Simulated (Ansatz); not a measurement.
Tl (hcp, Mg type)

```yaml
crystal:
  lattice:
    - [3.52070, 0.00000, 0.00000]
    - [-1.76035, 3.04902, 0.00000]
    - [0.00000, 0.00000, 5.60254]
  atoms:
    - { symbol: Tl, position: [0.33333, 0.66667, 0.75000] }
    - { symbol: Tl, position: [0.66667, 0.33333, 0.25000] }
```

E(V) scan at fixed shape, V₀ the volume above. Symmetry pins the atoms to their sites.

All values below come from r2SCAN (plane waves to 500 eV, PAW, scalar-relativistic; Ansatz, an electronic-structure program). k mesh 15×15×9 (Γ-centred), Fermi-Dirac smearing 0.05 eV. Compression counts positive. Spin-orbit coupling is left out, though Tl is heavy. The PAW data are Ansatz's earlier set. Tl was relaxed with its symmetry unable to fall.

At one point of the scan the stress tensor (GPa) is:

```
    8.6      0.0      0.0
    0.0      8.6      0.0
    0.0      0.0      9.5
```

**Question.** Which point is it?
A. V/V₀ = 0.893
B. V/V₀ = 0.867
C. V/V₀ = 0.840
D. V/V₀ = 0.920

**Answer.** C, V/V₀ = 0.840

(A scan under strain: stresses follow from slopes of the energy per volume, elastic moduli from its curvatures.)
